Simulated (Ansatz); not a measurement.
YTaN3 (cubic perovskite, Pm-3m), a = b = c = 4.0303 Å, α = β = γ = 90.00°.

Relaxed with r²SCAN.

Problem. Tabulate the valence density and the electron localisation function along the shortest Y–Ta contact (3.49 Å), DFT-r²SCAN in the program Ansatz with PAW potentials.

Solution. 

```tsv
distance from Y (Å)	density (e/Å³)	ELF
0.35	3.68	0.73
0.52	3.13	0.85
0.70	1.97	0.86
0.87	0.96	0.77
1.05	0.40	0.42
1.22	0.18	0.10
1.40	0.11	0.05
1.57	0.10	0.07
1.75	0.11	0.10
1.92	0.13	0.10
2.09	0.15	0.09
2.27	0.21	0.07
2.44	0.38	0.11
2.62	1.02	0.40
2.79	2.43	0.70
2.97	4.02	0.72
3.14	4.55	0.47
```

The density is the valence pseudo-density with augmentation charge, so density and ELF within about 1 Å of a nucleus are not all-electron values.

The start of the workflow was typed in or built on a structure type; neither database checked (COD, Materials Project) lists it. Whether it is the stable phase at ambient conditions was not checked. Symmetry was held in the r²SCAN relaxation; whether a distortion lowers the energy is not shown. No spin polarisation was allowed. Spin–orbit coupling is left out wherever it is not named.

Potentials: the later of the program's two PAW sets.
